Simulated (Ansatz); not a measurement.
**FeO: do energies and stresses tell the same story?**

These are results of DFT PBEsol, scalar-relativistic, plane waves, PAW (Ansatz), not measurements.

Plane waves to 420 eV, a k mesh through Γ of 18×18×18 on the computed 2-atom cell and Gaussian smearing (0.10 eV); collinear spin from starting moments 3.76 0.37 μB.

Relaxed cell: Fm-3m, a = 4.246 Å, b = 4.246 Å, c = 4.246 Å, α = 90.00°, β = 90.00°, γ = 90.00°, 2 atoms in the primitive cell.

Energies at zero smearing and pressures from the stress tensor, at volumes with shape and atoms relaxed:
| V (Å³/atom) | E − E(first) (meV/atom) | P (GPa) |
| --- | --- | --- |
| 8.994 | 0.00 | 14.14 |
| 9.281 | -19.05 | 6.75 |
| 9.568 | -24.91 | -0.02 |
| 9.855 | -19.45 | -5.81 |
| 10.142 | -4.47 | -10.70 |

Check P = −dE/dV between neighbouring volumes, and get the bulk modulus from the pressures alone.

With 1 eV/Å³ = 160.2 GPa:
| middle V (Å³/atom) | −ΔE/ΔV (GPa) | mean P (GPa) |
| --- | --- | --- |
| 9.137 | 10.635 | 10.449 |
| 9.424 | 3.270 | 3.364 |
| 9.711 | -3.050 | -2.915 |
| 9.999 | -8.361 | -8.253 |

The two differ by 0.19 GPa at most. The mean of two end pressures misses the average over a step by about ΔV² P″/12, up to 0.09 GPa here; with that taken off 0.21 GPa remains. The stress is the derivative of the free energy, not of the energy at zero smearing, and with free energies 0.04 GPa remains. Around V = 9.568 Å³/atom, the two neighbours give B = −V ΔP/ΔV = 9.568 × 12.56 / 0.574 = 209.3 GPa, against B0 = 209.2 GPa from the Birch–Murnaghan fit of the energies.

The cell holds one magnetic atom, so it can only be ferromagnetic; an antiferromagnetic order may lie lower.

Only this magnetic start was tried.